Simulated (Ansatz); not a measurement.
# Property card for ScC

ScC:
```cif
data_CSc
_chemical_formula_sum 'Sc1 C1'
_space_group_name_H-M_alt 'P 1'
_space_group_IT_number 1
_cell_length_a 3.24648
_cell_length_b 3.24648
_cell_length_c 3.24648
_cell_angle_alpha 60.000
_cell_angle_beta 60.000
_cell_angle_gamma 60.000
loop_
_space_group_symop_operation_xyz
  'x, y, z'
loop_
_atom_site_label
_atom_site_type_symbol
_atom_site_fract_x
_atom_site_fract_y
_atom_site_fract_z
_atom_site_occupancy
Sc1 Sc 0.00000 0.00000 0.00000 1
C1 C 0.50000 0.50000 0.50000 1
```

Space group Fm-3m (No. 225), rock salt; conventional cell a = b = c = 4.5912 Å, α = β = γ = 90.00°.

Method: LDA (plane waves, PAW; program Ansatz). The cell and atoms are relaxed at this level. Other levels are named where they apply.

Cell and energy:

```
Item                                                           Value
-----------------------------------------------------  -------------
Volume per atom                                             12.10 Å³
Density                                                   3.91 g/cm³
Formation energy from the elements (no fitted shifts)  -0.22 eV/atom
```

Electronic structure:

```
Quantity                                                                    Result
------------------------------------  --------------------------------------------
Electronic character                                             metallic (no gap)
Density of states at the Fermi level  0.68 states/eV per atom (mean over ±0.08 eV)
```

Mechanics:

```
Property                                                                       Value
--------------------------------------------  --------------------------------------
Bulk modulus (Birch–Murnaghan fit)                                           175 GPa
Pressure derivative B′                                                           3.9
Elastic constants (relaxed ions, GPa)              C11 = 355, C12 = 84.3, C44 = 61.7
Mechanical stability                          stable (all eigenvalues of C positive)
Hill bulk and shear moduli                                          175 and 85.0 GPa
Young's modulus                                                              219 GPa
Poisson's ratio                                                                 0.29
Debye temperature from the elastic constants                                   675 K
```

Phonons:

```
Quantity                                       Result
-----------------------------  ----------------------
Highest zone-centre frequency                447 cm⁻¹
Zone-centre stability          no imaginary mode at Γ
```

The workflow started from a Materials Project entry (that database holds measured and hypothetical structures alike); the Crystallography Open Database copy checked does not list it. Its standing as an ambient phase is unchecked. The cell was relaxed with LDA under the symmetry of its start. The run is not spin-polarised. As this level gives no gap, shear constants depend on the k-mesh and smearing (Fermi–Dirac, 0.1 eV here). As this level gives no gap, phonon frequencies hold no LO–TO term and depend on the k-mesh and smearing (Fermi–Dirac, 0.1 eV here). The references are the lowest solids computed at this level, not always the standard phases.

Potentials: the later of the program's two PAW sets.
